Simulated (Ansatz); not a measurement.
Phonon spectrum of ScAl

Level of theory: Ansatz 0.2.0, DFT LDA, scalar-relativistic, plane waves, PAW. Plane waves to 420 eV; Γ-centred k mesh 12×12×12; Fermi-Dirac smearing of 0.15 eV. No spin polarisation. Phonons by linear response, acoustic sum rule imposed.

Relaxed structure:
```
CELL_PARAMETERS angstrom
3.31038 0.00000 0.00000
0.00000 3.31038 0.00000
0.00000 0.00000 3.31038
ATOMIC_POSITIONS crystal
Sc 0.50000 0.50000 0.50000
Al 0.00000 0.00000 0.00000
```

In a metal, frequencies and elastic constants depend on the k mesh and the smearing, soft modes and shear constants most. The q mesh is coarse, so values between its points are rough.

Force constants from linear response on a 2×2×2 q mesh.

Q: Is the structure dynamically stable on this mesh?

A: Yes, on this mesh: no mode is imaginary.

Q: Give the frequencies (cm⁻¹; i marks imaginary ones) at the irreducible q points, in fractions of the reciprocal vectors.

A:
| q | star | frequencies |
| --- | --- | --- |
| 0.000 0.000 0.000 | 1 | 0 0 0 295 295 295 |
| 0.000 0.000 -0.500 | 3 | 189 189 244 245 251 251 |
| 0.000 -0.500 -0.500 | 3 | 54 54 170 268 351 351 |
| -0.500 -0.500 -0.500 | 1 | 238 238 238 279 279 279 |

Whether ScAl exists in this form wasn't checked.

Cost: 1 run of about 1.6 core-minutes, on Oxide Virtual Turin-like Processor (Zen 5) (shared hosts).